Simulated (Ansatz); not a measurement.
## In$_{3}$Cu: distorted cells

The calculation used DFT PBE, scalar-relativistic, plane waves, PAW in Ansatz.

Cutoff 420 eV; k points 10×10×10 on the computed 4-atom cell (Γ-centred); Gaussian smearing, width 0.10 eV; no spin polarisation.

Reference cell:

```
CELL_PARAMETERS angstrom
4.48277 0.00000 0.00000
0.00000 4.48277 0.00000
0.00000 0.00000 4.48277
ATOMIC_POSITIONS crystal
In 0.00000 0.50000 0.50000
In 0.50000 0.00000 0.50000
In 0.50000 0.50000 0.00000
Cu 0.00000 0.00000 0.00000
```

Each variant moves atoms of this cell by the vectors given, if any (Å), and then applies a symmetric strain (tensor components, Cartesian axes). The reference cell isn't relaxed at this level. Energies are per atom at zero smearing, counted from the lowest variant. Pressure is positive in compression.

1. strain (xx yy zz yz xz xy, %) 2.51 2.51 2.51 0.00 0.00 0.00
2. strain (xx yy zz yz xz xy, %) 4.90 4.90 4.90 0.00 0.00 0.00
3. strain (xx yy zz yz xz xy, %) -2.76 -2.76 -2.76 0.00 0.00 0.00
4. strain (xx yy zz yz xz xy, %) 3.92 3.92 3.92 0.00 0.00 0.00

```
result  ΔE (meV/atom) P (GPa)
     A            0.0    -2.53
     B           19.9    -3.70
     C           19.1     5.37
     D           38.0    -4.34
```

Task: Which variant gave which result?

Result: A is 1, B is 4, C is 3, D is 2. The pressure falls as the cell grows: from the smallest volume to the largest the variants are 3, 1, 4, 2.